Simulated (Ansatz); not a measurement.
Here is the system:

VN (rock salt)

```yaml
crystal:
  lattice:
    - [0.00000, 2.05840, 2.05840]
    - [2.05840, 0.00000, 2.05840]
    - [2.05840, 2.05840, 0.00000]
  atoms:
    - { symbol: N, position: [0.00000, 0.00000, 0.00000] }
    - { symbol: V, position: [0.50000, 0.50000, 0.50000] }
```

This relaxed cell (volume V₀) is scaled evenly in all directions, its shape held. Symmetry pins the atoms to their sites.

Level of theory: PBE (plane waves to 420 eV, PAW, scalar-relativistic; Ansatz, a program for electronic structure). k mesh 19×19×19 (Γ-centred), Fermi-Dirac smearing 0.05 eV. E stands for the smeared free energy. Stress and pressure are positive under compression. VN is run without spin polarisation. VN was relaxed with its symmetry unable to fall. ΔE is measured from the relaxed starting cell.

The scan covers V/V₀ from 0.900 to 1.100 in 13 points.

Q: What is the fitted pressure derivative B₀′?

A: 4.3.

Q: What bulk modulus B₀ follows from a third-order Birch-Murnaghan fit?

A: 314 GPa.

(A scan under strain: stresses follow from slopes of the energy per volume, elastic moduli from its curvatures.)
